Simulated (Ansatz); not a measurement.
Relaxed CsSnI3 (cubic perovskite):

```
CELL_PARAMETERS angstrom
      6.13043     0.00000     0.00000
      0.00000     6.13043     0.00000
      0.00000     0.00000     6.13043
ATOMIC_POSITIONS crystal
  Cs 0.00000 0.00000 0.00000
  Sn 0.50000 0.50000 0.50000
  I  0.00000 0.50000 0.50000
  I  0.50000 0.50000 0.00000
  I  0.50000 0.00000 0.50000
```

In each cell atom 5 (I, nearest neighbour Sn at 3.065 Å; its periodic images, 6.1 Å or more away, move with it) moves by s·(1.000, 0.000, 0.000) (along Cartesian x), the rest being held.

Level of theory: PBEsol (plane waves to 420 eV, PAW, scalar-relativistic; Ansatz, a program for electronic structure). k mesh 6×6×6 (Γ-centred), Fermi-Dirac smearing 0.05 eV. Energies are smeared free energies. Stress and pressure are positive under compression. CsSnI3 was relaxed with its symmetry unable to fall. Spin-orbit coupling is left out, though I is heavy. This is a high-temperature form of CsSnI3. The zero of ΔE is the undisplaced structure.

```
s (Å)   P (GPa)  ΔE (eV/cell)
------  -------  ------------
-0.920     0.26           ___
-0.736     0.15        0.1084
-0.552     0.09        0.0513
-0.368     0.06        0.0189
-0.184     0.04           ___
0.000      0.04        0.0000
0.184      0.04           ___
0.368      0.06        0.0189
0.552      0.09        0.0513
0.736      0.15        0.1084
0.920      0.26           ___
```

Task: Fill in the missing entries.

Result: 
- -0.920, ΔE (eV/cell): 0.1986
- -0.184, ΔE (eV/cell): 0.0039
- 0.184, ΔE (eV/cell): 0.0039
- 0.920, ΔE (eV/cell): 0.1986

(For displaced atoms, the force is minus the slope of the energy, and its curvature is a force constant, which sets phonon frequencies.)
